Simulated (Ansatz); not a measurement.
Input file for Ansatz (a first-principles code):

Ansatz 0.2 input:
```yaml
crystal:
  lattice:
    - [2.5053798979, 0.0, 0.0]
    - [-1.2526899489, 2.1697226377, 0.0]
    - [0.0, 0.0, 8.2645949896]
  atoms:
    - { symbol: C, position: [0.0, 0.0, 0.5929505889] }
    - { symbol: C, position: [0.0, 0.0, 0.4070494111] }
    - { symbol: C, position: [0.0, 0.0, 0.0929505889] }
    - { symbol: C, position: [0.0, 0.0, 0.9070494111] }
    - { symbol: C, position: [0.3333333333, 0.6666666667, 0.3444572345] }
    - { symbol: C, position: [0.6666666667, 0.3333333333, 0.6555427655] }
    - { symbol: C, position: [0.6666666667, 0.3333333333, 0.8444572345] }
    - { symbol: C, position: [0.3333333333, 0.6666666667, 0.1555427655] }
kpoints:
  mp_grid: { grid: [11, 11, 3] }
basis: { xc_grid: 2 }
hamiltonian:
  xc: pbesol
  pseudopotentials: { kind: paw }
scf:
  occupations: { method: fixed }
output:
  optics: { e_range: [0.0, 15.0], de: 0.05, sigma: 0.1, bands: { spectra_wanted_up_to: 12 eV } }
```

Output (shortened):

```
output.optics: the spectra are integrated over the Brillouin zone by k·p interpolation around the k-points, where levels, occupations, output.optics.sigma and …
Pseudopotential: C, paw, valence charge 4
Functional definition: PBEsol
Crystal: 8 atoms, lattice volume = 44.926 Å³
Basis set: ecut = 420 eV, 885 PW (Γ), exchange–correlation on 36×36×120 points (8 copies of the dense FFT grid, shifted against one another)
Bands: 24, of which v1, the nominal top of the filled ones, is band 16 counted from 1 (15 counted from 0)
Symmetry: 24 space group operations
Space group: P63/mmc (ITA 194), of the structure as read, at distance tolerance 3.6e-5 Å
k-points: 32 of 363
SCF iter   1: F=—  HF=-1973.282703 eV  |F-HF|=—  |Δ(HF+E_count)|=         —  Δρ=7.10e-3  dr2=1.81e-2  ethr=1.77e-3  ⟨swp⟩=4.8  Hψ=3301  notcnv=0  defer=183
preconditioner: auto → none
SCF iter   2: F=—  HF=-1973.276564 eV  |F-HF|=—  |Δ(HF+E_count)|=   6.14e-3  Δρ=2.69e-3  dr2=2.37e-3  ethr=5.65e-5  ⟨swp⟩=2.7  Hψ=1575  notcnv=0  defer=192
SCF iter   3: F=—  HF=-1973.276135 eV  |F-HF|=—  |Δ(HF+E_count)|=   4.30e-4  Δρ=1.04e-3  dr2=8.35e-4  ethr=7.42e-6  ⟨swp⟩=2.0  Hψ=1194  notcnv=0  defer=192
SCF iter   4: F=—  HF=-1973.275907 eV  |F-HF|=—  |Δ(HF+E_count)|=   2.27e-4  Δρ=2.58e-4  dr2=9.25e-6  ethr=2.61e-6  ⟨swp⟩=2.0  Hψ=1099  notcnv=0  defer=192
SCF iter   5: F=—  HF=-1973.275935 eV  |F-HF|=—  |Δ(HF+E_count)|=   2.74e-5  Δρ=6.89e-5  dr2=6.32e-7  ethr=2.89e-8  ⟨swp⟩=2.5  Hψ=1195  notcnv=0  defer=75
SCF iter   6: F=—  HF=-1973.275940 eV  |F-HF|=—  |Δ(HF+E_count)|=   4.92e-6  Δρ=4.36e-6  dr2=3.65e-9  ethr=1.97e-9  ⟨swp⟩=2.7  Hψ=1236  notcnv=0  defer=73
SCF iter   7: F=—  HF=-1973.275940 eV  |F-HF|=—  |Δ(HF+E_count)|=   2.06e-9  Δρ=7.17e-7  dr2=2.11e-10  ethr=1.14e-11  ⟨swp⟩=2.0  Hψ=1140  notcnv=0  defer=73
SCF iter   8: F=-1973.275940 eV  HF=-1973.275940 eV  |F-HF|=1.36e-12  |Δ(HF+E_count)|=  3.39e-11  Δρ=8.20e-8  dr2=2.33e-12  ethr=1.00e-12  ⟨swp⟩=7.8  Hψ=3142  notcnv=0
SCF 1 converged in 8 iterations: F = -1973.275940 eV  dr2 = 2.33e-12
NSCF: frozen V_eff on 32 k-points
Optics k sum: 0 of 32 k-points
Optics k sum: 2 of 32 k-points
Optics k sum: 4 of 32 k-points
Optics k sum: 5 of 32 k-points
Optics k sum: 7 of 32 k-points
Optics k sum: 8 of 32 k-points
Optics k sum: 10 of 32 k-points
Optics k sum: 12 of 32 k-points
Optics k sum: 13 of 32 k-points
Optics k sum: 15 of 32 k-points
Optics k sum: 16 of 32 k-points
Optics k sum: 18 of 32 k-points
Optics k sum: 20 of 32 k-points
Optics k sum: 21 of 32 k-points
Optics k sum: 23 of 32 k-points
Optics k sum: 24 of 32 k-points
Optics k sum: 26 of 32 k-points
Optics k sum: 28 of 32 k-points
Optics k sum: 29 of 32 k-points
Optics k sum: 31 of 32 k-points
Optics k sum: 32 of 32 k-points
Optics k sum: 0 of 32 k-points
Optics k sum: 2 of 32 k-points
Optics k sum: 4 of 32 k-points
Optics k sum: 5 of 32 k-points
Optics k sum: 7 of 32 k-points
Optics k sum: 8 of 32 k-points
Optics k sum: 10 of 32 k-points
Optics k sum: 12 of 32 k-points
Optics k sum: 13 of 32 k-points
Optics k sum: 15 of 32 k-points
Optics k sum: 16 of 32 k-points
Optics k sum: 18 of 32 k-points
Optics k sum: 20 of 32 k-points
Optics k sum: 21 of 32 k-points
Optics k sum: 23 of 32 k-points
Optics k sum: 24 of 32 k-points
Optics k sum: 26 of 32 k-points
Optics k sum: 28 of 32 k-points
Optics k sum: 29 of 32 k-points
Optics k sum: 31 of 32 k-points
Optics k sum: 32 of 32 k-points
NSCF: frozen V_eff on 1 k-points
NSCF: frozen V_eff on 1 k-points
NSCF: frozen V_eff on 1 k-points
NSCF: frozen V_eff on 1 k-points
NSCF: frozen V_eff on 1 k-points
output.optics: what the bands over the 33 summed would add to eps1, eps2 and the energy-loss function is held between a lower and an upper bound (7 Lanczos …
SCF converged after 8 iterations
Free energy (F): -1973.275940 eV
Harris-Foulkes:  -1973.275940 eV  (|F-HF|=1.36e-12)
Internal energy: -1973.275940 eV  (E = F + TS)
E sigma→0 (E₀):  -1973.275940 eV
Fermi energy:    13.606433 eV
--- Per-component energies (eV) ---
  E_band       = 140.812722
  E_kinetic    = 738.368386
  E_local      = -485.523881  (includes V_loc(G=0)·N_el)
  E_nonlocal   = 214.082956
  E_hartree    = 105.564119
  E_xc         = -387.667535
  E_vxc        = -482.766103  (∫ρ·V_xc dr)
  E_paw        = -762.844745  (= ΣΔE_a)
  E_vpaw       = -54.476932  (= ΣTr[D̂ρ^β])
  E_aug_tail   = 0.000068  (compensation charges beyond the density's cutoff)
  E_ewald      = -1395.424112
  E_core_change = 0.168804  (= ΣΔE_core)
  E_smearing   =  0.000000  (= −TS)
  E_closure    = 0.000000  (closes the sum)
  Σ components = -1973.275940   (vs F -1973.275940, Δ=0.00e0)
  [band-id]    e_kinetic+e_local+e_nonlocal+2·e_hartree+e_vxc+e_vpaw+e_augmentation_tail = 140.812731   (vs E_band 140.812722, Δ=9.75e-6)
--- Band table (eV; the first three rows and the last of 32) ---
  k-point 0: bands = ["-8.1997", "-6.5415", "-6.4369", "-2.4187", "-0.1249", "6.6662", "6.7573", "10.6245", "10.6245", "11.7349", "11.7349", "11.8473", "11.8473", "13.3686", "13.6064", "13.6064", "18.8781", "18.8781", "19.0499", "20.6993", "20.6993", …
  k-point 1: bands = ["-8.0081", "-7.4362", "-5.1891", "-3.6102", "1.3873", "3.9099", "9.5772", "10.7619", "10.7619", "11.1628", "11.1628", "12.1339", "12.5591", "12.5591", "13.2806", "13.2806", "19.2615", "19.2615", "19.7502", "20.0949", "20.0949", …
  k-point 2: bands = ["-7.9933", "-6.3381", "-6.2344", "-2.2353", "0.0684", "6.7704", "6.8625", "9.6039", "10.1761", "10.7927", "10.8965", "11.3872", "11.4322", "12.7602", "13.0509", "13.2794", "18.9964", "19.3546", "19.3988", "20.6122", "21.3392", "21.3784", …
  k-point 31: bands = ["-1.3340", "-1.0025", "-0.3680", "-0.1581", "1.7047", "1.7054", "2.2670", "2.9672", "3.7294", "4.3444", "5.1131", "5.9568", "7.1057", "8.0488", "8.6616", "8.8546", "18.7836", "18.9967", "22.2773", "22.9651", "23.8897", "24.2965", "25.0479", "25.3845"]
```

Cost: roughly 80 core-seconds on shared cores.

Space group P6_3/mmc. The first step of the workflow began from a Materials Project structure, measured or hypothetical. Its sites differ from those of the usual phase in this space group: another stacking or structure type. The PBEsol relaxation kept the symmetry of its start; whether a distortion lowers the energy is not shown.

Potentials: the later of the program's two PAW sets.

Ansatz is a plane-wave DFT program.
